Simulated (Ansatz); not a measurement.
La:
```xyz
4
Lattice="3.7748 0.0000 0.0000 -1.8874 3.2691 0.0000 0.0000 0.0000 12.0630" Properties=species:S:1:pos:R:3 pbc="T T T"
La     0.0000     0.0000     0.0000
La     0.0000     0.0000     6.0315
La     0.0000     2.1794     3.0157
La     1.8874     1.0897     9.0472
```

Relaxed with r²SCAN. Special points in fractions of this cell's reciprocal vectors: Γ (0.000, 0.000, 0.000); M (0.500, 0.000, 0.000); K (0.333, 0.333, 0.000); A (0.000, 0.000, 0.500); L (0.500, 0.000, 0.500); H (0.333, 0.333, 0.500).

Task: List the band energies nearest the Fermi level at these points for r²SCAN in the plane-wave PAW code Ansatz.

Result: In eV from the Fermi level; about four levels below and three above (degenerate sets whole), none deeper than 8.9 eV; points with the same levels are listed once.

```
k                    below                above
-  -----------------------  -------------------
Γ  -3.32 -1.92 -1.92 -1.84  0.52 0.69 1.34 1.34
M  -1.11 -0.68 -0.29 -0.23       0.51 1.02 1.27
K  -0.61 -0.53 -0.53 -0.04       0.11 0.11 0.94
A  -2.84 -2.84 -1.75 -1.75  0.91 0.91 1.35 1.35
L  -1.44 -1.44 -1.13 -1.13  0.75 0.75 1.39 1.39
H  -0.09 -0.09 -0.07 -0.07  0.92 0.92 0.94 0.94
```

Space group P6_3/mmc (dhcp (α-La type)). Symmetry was held in the r²SCAN relaxation. Scalar-relativistic: spin–orbit coupling is off unless named, which matters more the heavier the elements.

Potentials: the earlier of the program's two PAW sets.
